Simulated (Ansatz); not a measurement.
This cell of HfO2 (tetragonal-ZrO2 type, space group P4_2/nmc) is off equilibrium:

```
HfO2
1.0
    3.60482     0.00000     0.00000
    0.00000     3.60482     0.00000
    0.00000     0.00000     5.26502
Hf O
2 4
Direct
  0.00000   0.00000   0.00000
  0.50000   0.50000   0.50000
  0.00000   0.50000   0.19324
  0.00000   0.50000   0.69324
  0.50000   0.00000   0.30676
  0.57297   0.07297   0.80676
```

These are PBE (plane waves to 420 eV, PAW, scalar-relativistic; Ansatz, a quantum-chemistry and plane-wave program) values and carry that method's errors. k mesh 7×7×5 (Γ-centred), Fermi-Dirac smearing 0.05 eV. The energy includes the smearing's −TS. Compression counts positive. HfO2 is run without spin polarisation. HfO2 was relaxed with its symmetry unable to fall. Spin-orbit coupling is left out, though Hf is heavy. The PAW data are Ansatz's earlier set. This is a high-temperature form of HfO2.

Question: What forces act on the atoms (eV/Å, Cartesian)?

Answer: 
| atom | Fx | Fy | Fz |
|---|---|---|---|
| Hf1 | 2.718 | 0.000 | 1.286 |
| Hf2 | 0.100 | -0.504 | -0.508 |
| O3 | 0.086 | 0.068 | 0.100 |
| O4 | 1.940 | 1.550 | -0.199 |
| O5 | 0.188 | 0.194 | 0.129 |
| O6 | -5.032 | -1.307 | -0.808 |

Question: What is the stress tensor (GPa)?

Answer: 
```
   8.17     1.29     5.98
   1.29     4.10    -2.55
   5.98    -2.55     4.02
```
The pressure, a third of the trace, is 5.43 GPa.

Question: In it atom 6 sits (0.263, 0.263, 0.000) Å away from its relaxed site. What is its energy relative to the relaxed cell?

Answer: 811 meV/cell.

(A displaced cell: forces are minus the slopes of the energy, force constants its curvatures, and phonons follow from these.)
